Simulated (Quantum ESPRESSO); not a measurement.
Ge3NAlSi3, input and log of a self-consistent run

Simulated, not a measurement. The program is pw.x of Quantum ESPRESSO 7.5 (plane-wave density functional theory). The cell is made up: 8 atoms on a zincblende/diamond lattice, with randomly drawn elements, strain and displacements, not relaxed. PseudoDojo standard norm-conserving files (v0.5 for PBE, v0.4.1 for LDA and PBEsol) set the functional; there is no spin polarisation, spin-orbit coupling or dispersion term, and the masses in the input are unused placeholders.

Input:

```
&control calculation='scf', pseudo_dir='./dojo.nc.sr.pbe.v0_5.standard.upf', outdir='./o', disk_io='medium', tprnfor=.true., tstress=.true. /
&system ibrav=0, nat=8, ntyp=4, nbnd=41, ecutwfc=84.00895049, nosym=.true., tot_charge=0,
 occupations='smearing', smearing='fd', degauss=0.0073498644
/
&electrons conv_thr=7.350e-09, electron_maxstep=60, /
ATOMIC_SPECIES
Al 1.0 Al.upf
Ge 1.0 Ge.upf
N 1.0 N.upf
Si 1.0 Si.upf
CELL_PARAMETERS angstrom
5.547 0.0 0.0
0.0 5.547 0.0
0.0 0.0 5.5698
ATOMIC_POSITIONS angstrom
Ge 0.0146 0.052 0.0122
N 0.0336 2.7959 2.7941
Al 2.7145 -0.0388 2.7996
Si 2.777 2.812 -0.0377
Si 1.358 1.4416 1.3867
Ge 1.3435 4.1752 4.1842
Si 4.1372 1.3698 4.1421
Ge 4.1132 4.1586 1.3651
K_POINTS automatic
6 6 6 1 1 1
```

The log is shortened where brackets say so; the opening notice, blank lines, dates and the lines on written files are dropped, and the path of the files is cut. It prints rydbergs, bohrs and kilobars, and counts compression as positive stress.

```
     Program PWSCF v.7.5
     Parallel version (MPI & OpenMP), running on       1 processor cores
     Number of MPI processes:                 1
     Threads/MPI process:                     1
     [start-up lines left out]
     bravais-lattice index     =            0
     lattice parameter (alat)  =      10.4823  a.u.
     unit-cell volume          =    1156.5184 (a.u.)^3
     number of atoms/cell      =            8
     number of atomic types    =            4
     number of electrons       =        62.00
     number of Kohn-Sham states=           41
     kinetic-energy cutoff     =      84.0090  Ry
     charge density cutoff     =     336.0358  Ry
     scf convergence threshold =      7.3E-09
     mixing beta               =       0.7000
     number of iterations used =            8  plain     mixing
     Exchange-correlation= PBE
                           (   1   4   3   4   0   0   0)
     [axes and pseudopotential details left out]
   Cartesian axes
     site n.     atom                  positions (alat units)
         1        Ge     tau(   1) = (   0.0026321   0.0093744   0.0021994  )
         2        N      tau(   2) = (   0.0060573   0.5040382   0.5037137  )
         3        Al     tau(   3) = (   0.4893636  -0.0069948   0.5047052  )
         4        Si     tau(   4) = (   0.5006310   0.5069407  -0.0067965  )
         5        Si     tau(   5) = (   0.2448170   0.2598882   0.2499910  )
         6        Ge     tau(   6) = (   0.2422030   0.7526952   0.7543176  )
         7        Si     tau(   7) = (   0.7458446   0.2469443   0.7467280  )
         8        Ge     tau(   8) = (   0.7415179   0.7497025   0.2460970  )
     number of k points=   108  Fermi-Dirac smearing, width (Ry)=  0.0073
     Number of k-points >= 100: set verbosity='high' to print them.
     Dense  grid:   120353 G-vectors     FFT dimensions: (  64,  64,  64)
     Estimated max dynamical RAM per process >     163.13 MB
     Initial potential from superposition of free atoms
     starting charge      61.9932, renormalised to      62.0000
     Starting wfcs are   47 randomized atomic wfcs
     total cpu time spent up to now is       37.7 secs
     per-process dynamical memory:    95.5 Mb
     Self-consistent Calculation
     iteration #  1     ecut=    84.01 Ry     beta= 0.70
     Davidson diagonalization with overlap
     ethr =  1.00E-02,  avg # of iterations =  3.4
     Threshold (ethr) on eigenvalues was too large:
     Diagonalizing with lowered threshold
     Davidson diagonalization with overlap
     ethr =  7.94E-04,  avg # of iterations =  2.3
     total cpu time spent up to now is      203.9 secs
     total energy              =    -586.20030195 Ry
     estimated scf accuracy    <       0.49647920 Ry
     iteration #  2     ecut=    84.01 Ry     beta= 0.70
     Davidson diagonalization with overlap
     ethr =  8.01E-04,  avg # of iterations =  5.4
     total cpu time spent up to now is      305.6 secs
     total energy              =    -585.97578775 Ry
     estimated scf accuracy    <       3.20186472 Ry
     iteration #  3     ecut=    84.01 Ry     beta= 0.70
     Davidson diagonalization with overlap
     ethr =  8.01E-04,  avg # of iterations =  3.4
     total cpu time spent up to now is      399.9 secs
     total energy              =    -586.41066434 Ry
     estimated scf accuracy    <       0.06189091 Ry
     iteration #  4     ecut=    84.01 Ry     beta= 0.70
     Davidson diagonalization with overlap
     ethr =  9.98E-05,  avg # of iterations =  3.3
     total cpu time spent up to now is      481.1 secs
     total energy              =    -586.42241737 Ry
     estimated scf accuracy    <       0.00675811 Ry
     iteration #  5     ecut=    84.01 Ry     beta= 0.70
     Davidson diagonalization with overlap
     ethr =  1.09E-05,  avg # of iterations =  7.0
     total cpu time spent up to now is      578.4 secs
     total energy              =    -586.42352479 Ry
     estimated scf accuracy    <       0.00084156 Ry
     iteration #  6     ecut=    84.01 Ry     beta= 0.70
     Davidson diagonalization with overlap
     ethr =  1.36E-06,  avg # of iterations =  4.0
     total cpu time spent up to now is      665.6 secs
     total energy              =    -586.42372962 Ry
     estimated scf accuracy    <       0.00017060 Ry
     iteration #  7     ecut=    84.01 Ry     beta= 0.70
     Davidson diagonalization with overlap
     ethr =  2.75E-07,  avg # of iterations =  2.0
     total cpu time spent up to now is      740.8 secs
     total energy              =    -586.42376209 Ry
     estimated scf accuracy    <       0.00000732 Ry
     iteration #  8     ecut=    84.01 Ry     beta= 0.70
     Davidson diagonalization with overlap
     ethr =  1.18E-08,  avg # of iterations =  3.3
     total cpu time spent up to now is      827.8 secs
     total energy              =    -586.42376455 Ry
     estimated scf accuracy    <       0.00000092 Ry
     iteration #  9     ecut=    84.01 Ry     beta= 0.70
     Davidson diagonalization with overlap
     ethr =  1.48E-09,  avg # of iterations =  2.2
     total cpu time spent up to now is      909.9 secs
     total energy              =    -586.42376479 Ry
     estimated scf accuracy    <       0.00000010 Ry
     iteration # 10     ecut=    84.01 Ry     beta= 0.70
     Davidson diagonalization with overlap
     ethr =  1.65E-10,  avg # of iterations =  3.0
     total cpu time spent up to now is      997.2 secs
     total energy              =    -586.42376482 Ry
     estimated scf accuracy    <       0.00000002 Ry
     iteration # 11     ecut=    84.01 Ry     beta= 0.70
     Davidson diagonalization with overlap
     ethr =  2.52E-11,  avg # of iterations =  2.3
     total cpu time spent up to now is     1082.4 secs
     End of self-consistent calculation
     Number of k-points >= 100: set verbosity='high' to print the bands.
     the Fermi energy is     6.1282 ev
!    total energy              =    -586.42376483 Ry
     estimated scf accuracy    <          2.3E-09 Ry
     smearing contrib. (-TS)   =      -0.00591181 Ry
     internal energy E=F+TS    =    -586.41785302 Ry
     The total energy is F=E-TS. E is the sum of the following terms:
     one-electron contribution =    -366.56683713 Ry
     hartree contribution      =     217.40739364 Ry
     xc contribution           =    -147.86441692 Ry
     ewald contribution        =    -289.39399261 Ry
     convergence has been achieved in  11 iterations
     Forces acting on atoms (cartesian axes, Ry/au):
     atom    1 type  2   force =    -0.02215498    0.01364986    0.00138937
     atom    2 type  3   force =    -0.00616786   -0.02220809   -0.00649991
     atom    3 type  1   force =     0.00769524    0.03136060   -0.01985539
     atom    4 type  4   force =    -0.00575481   -0.04167379   -0.00236230
     atom    5 type  4   force =    -0.01362246    0.05097153    0.04444785
     atom    6 type  2   force =    -0.03180094   -0.05805502   -0.03413776
     atom    7 type  4   force =     0.03177188    0.05196454   -0.02055852
     atom    8 type  2   force =     0.04003392   -0.02600963    0.03757666
     Total force =     0.150316     Total SCF correction =     0.000283
     Computing stress (Cartesian axis) and pressure
          total   stress  (Ry/bohr**3)                   (kbar)     P=      -29.26
  -0.00020911   0.00003348   0.00002844          -30.76        4.92        4.18
   0.00003348  -0.00020505   0.00001329            4.92      -30.16        1.95
   0.00002844   0.00001329  -0.00018256            4.18        1.95      -26.86
     init_run     :     32.16s CPU     37.56s WALL (       1 calls)
     electrons    :    934.40s CPU   1044.79s WALL (       1 calls)
     forces       :     11.42s CPU     11.52s WALL (       1 calls)
     stress       :     41.53s CPU     41.67s WALL (       1 calls)
     [timing details left out]
     PWSCF        :  16m59.80s CPU  18m56.30s WALL
     JOB DONE.
```

In other units: free energy -7978.702 eV for the cell, pressure -2.93 GPa, largest force component 1.493 eV/Å. A rerun of the same cell at another strain at 1437 eV and a 8 x 8 x 8 mesh moved values by no more than 0.003 eV in energy, 0.03 GPa in stress and 0.009 eV/Å in force.